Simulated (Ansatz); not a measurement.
Sb:
```cif
data_Sb2
_chemical_formula_sum 'Sb2'
_space_group_name_H-M_alt 'P 1'
_space_group_IT_number 1
_cell_length_a 4.90957
_cell_length_b 4.90957
_cell_length_c 4.90957
_cell_angle_alpha 60.000
_cell_angle_beta 60.000
_cell_angle_gamma 60.000
loop_
_space_group_symop_operation_xyz
  'x, y, z'
loop_
_atom_site_label
_atom_site_type_symbol
_atom_site_fract_x
_atom_site_fract_y
_atom_site_fract_z
_atom_site_occupancy
Sb1 Sb 0.00000 0.00000 0.00000 1
Sb2 Sb 0.25000 0.25000 0.25000 1
```

Relaxed with r²SCAN.

**Question.** Tabulate the valence density and the electron localisation function along the shortest Sb–Sb contact (3.01 Å), DFT-r²SCAN in the program Ansatz with PAW potentials.

**Answer.** 

```tsv
distance from Sb (Å)	density (e/Å³)	ELF
0.30	13.51	0.00
0.45	7.09	0.03
0.60	3.15	0.14
0.75	1.40	0.28
0.90	0.76	0.36
1.05	0.51	0.42
1.20	0.38	0.52
1.35	0.32	0.59
1.50	0.30	0.60
1.65	0.32	0.59
1.80	0.38	0.52
1.95	0.51	0.42
2.10	0.76	0.36
2.25	1.40	0.28
2.41	3.15	0.14
2.56	7.09	0.03
2.71	13.51	0.00
```

The density is the valence pseudo-density with augmentation charge, so density and ELF within about 1 Å of a nucleus are not all-electron values.

Space group Fd-3m (diamond). The start of the workflow was typed in or built on a structure type; neither database checked (COD, Materials Project) lists it. It is not the phase usual at ambient conditions (space group No. 166). The cell was relaxed with r²SCAN under the symmetry of its start. At this level the phase is mechanically unstable. Spin–orbit coupling is left out wherever it is not named.

Potentials: the later of the program's two PAW sets.
